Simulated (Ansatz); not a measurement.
Computed sliding energy of a bilayer: WS2 (2H-MoS2 type, space group P6_3/mmc)

Interlayer sliding in a free bilayer taken from bulk WS2 (2H-MoS2 type, space group P6_3/mmc): the upper half of the atoms below is shifted in the plane.

```yaml
crystal:
  lattice:
    - [3.16997, 0.00000, 0.00000]
    - [1.58498, 2.74527, 0.00000]
    - [0.00000, 0.00000, 24.37137]
  atoms:
    - { symbol: S, position: [0.33333, 0.33333, 0.30774] }
    - { symbol: W, position: [0.66667, 0.66667, 0.37186] }
    - { symbol: S, position: [0.33333, 0.33333, 0.43598] }
    - { symbol: S, position: [0.66667, 0.66667, 0.56402] }
    - { symbol: W, position: [0.33333, 0.33333, 0.62814] }
    - { symbol: S, position: [0.66667, 0.66667, 0.69226] }
```

In-plane vectors a = (3.170, 0.000) Å, b = (1.585, 2.745) Å, area 8.70 Å². The shift is s times the vector a + b (length 5.491 Å), so s = 1 restores the start. Atoms relax along the normal only. γ = [E(shift) − E(0)] / area.

These are r2SCAN+rVV10 (plane waves to 500 eV, PAW, scalar-relativistic; Ansatz, an electronic-structure program) values and carry that method's errors. k mesh 12×12×1 (Γ-centred), Fermi-Dirac smearing 0.05 eV. E is the zero-smearing estimate. Forces were relaxed to 0.02 eV/Å only, which leaves the soft interlayer gap uncertain by some hundredths of an Å. Spin-orbit coupling is left out, though W is heavy. WS2 is run without spin polarisation. WS2 was relaxed with its symmetry unable to fall. γ is measured from zero shift.

```json
[
 {"s": "0.000", "γ (meV/Å²)": "0.0", "gap between the layers (Å)": "3.12"},
 {"s": "0.083", "γ (meV/Å²)": "1.1", "gap between the layers (Å)": "3.21"},
 {"s": "0.167", "γ (meV/Å²)": "2.4", "gap between the layers (Å)": "3.24"},
 {"s": "0.250", "γ (meV/Å²)": "2.5", "gap between the layers (Å)": "3.23"},
 {"s": "0.333", "γ (meV/Å²)": "2.0", "gap between the layers (Å)": "3.19"},
 {"s": "0.417", "γ (meV/Å²)": "3.0", "gap between the layers (Å)": "3.30"},
 {"s": "0.500", "γ (meV/Å²)": "5.3", "gap between the layers (Å)": "3.49"},
 {"s": "0.583", "γ (meV/Å²)": "7.1", "gap between the layers (Å)": "3.64"},
 {"s": "0.667", "γ (meV/Å²)": "7.7", "gap between the layers (Å)": "3.70"},
 {"s": "0.750", "γ (meV/Å²)": "7.0", "gap between the layers (Å)": "3.64"},
 {"s": "0.833", "γ (meV/Å²)": "4.9", "gap between the layers (Å)": "3.47"},
 {"s": "0.917", "γ (meV/Å²)": "1.7", "gap between the layers (Å)": "3.28"}
]
```

Read from the data:

The highest computed γ on the line comes out as 123 mJ/m² and the γ at the local minimum along the line, s = 0.333 is 33 mJ/m². The lower barrier from zero shift into that minimum (unstable fault energy, highest computed point) is 39 mJ/m² and the steepest slope dγ/d(shift) before the first maximum (spline) is 0.57 GPa. The rise of the interlayer gap from the lowest to the highest point is 0.6 Å. Position of the highest point: s = 0.667. Local minima between the ends: s = 0.333. Stacking at the highest point: S above S. Stacking at the lowest point: s = 0.000, S above W, W above S.

(The slope of γ gives the shear force per area between the displaced halves; near zero shift its curvature is an elastic stiffness.)
